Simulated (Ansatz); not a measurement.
One crystal and one scan (frozen-phonon scan) at two levels, PBE (plane waves to 420 eV, PAW, scalar-relativistic; Ansatz, a program for electronic structure) and r2SCAN (plane waves to 500 eV, PAW, scalar-relativistic; Ansatz), each from its own relaxed cell and on its own mesh. The cell shown is that of PBE.

Starting cell, ZnCu (CsCl type):

```
CELL_PARAMETERS angstrom
      2.96382     0.00000     0.00000
      0.00000     2.96382     0.00000
      0.00000     0.00000     2.96382
ATOMIC_POSITIONS crystal
  Zn 0.00000 0.00000 0.00000
  Cu 0.50000 0.50000 0.50000
```

A phonon eigenvector at Γ is frozen into this cell: atom i moves by Q times the vector below, so Q is the largest atomic displacement, in Å. The cell is held. It is one choice among 3 degenerate patterns.

```
atom      x      y       z
----  -----  -----  ------
Zn1   0.000  0.000  -0.972
Cu2   0.000  0.000   1.000
```

ZnCu is run without spin polarisation. ZnCu was relaxed with its symmetry unable to fall. With partly filled bands, energies and forces of such displacements shift with the k mesh and the smearing. Both scans cover Q from -0.280 to 0.280 Å.

ΔE (meV/cell), each from the undisplaced structure of its own level:

```json
[
 {"Q (Å)": "-0.280", "PBE": "641", "r2SCAN": "738"},
 {"Q (Å)": "-0.233", "PBE": "453", "r2SCAN": "withheld"},
 {"Q (Å)": "-0.187", "PBE": "293", "r2SCAN": "340"},
 {"Q (Å)": "-0.140", "PBE": "167", "r2SCAN": "193"},
 {"Q (Å)": "-0.093", "PBE": "74", "r2SCAN": "87"},
 {"Q (Å)": "-0.047", "PBE": "19", "r2SCAN": "22"},
 {"Q (Å)": "0.000", "PBE": "0", "r2SCAN": "0"},
 {"Q (Å)": "0.047", "PBE": "19", "r2SCAN": "22"},
 {"Q (Å)": "0.093", "PBE": "74", "r2SCAN": "87"},
 {"Q (Å)": "0.140", "PBE": "167", "r2SCAN": "193"},
 {"Q (Å)": "0.187", "PBE": "293", "r2SCAN": "340"},
 {"Q (Å)": "0.233", "PBE": "453", "r2SCAN": "withheld"},
 {"Q (Å)": "0.280", "PBE": "641", "r2SCAN": "738"}
]
```

Estimate the r2SCAN value at 0.233 from the PBE value there and the ratio of the two levels in the two nearest given rows on that side of the minimum.

At 0.187 and 0.280 the ratio r2SCAN/PBE averages 1.156, which gives 1.156 × 453 = 524 meV/cell. The calculation gives 523 meV/cell, +15.5 % against PBE.

(A displaced cell: forces are minus the slopes of the energy, force constants its curvatures, and phonons follow from these.)
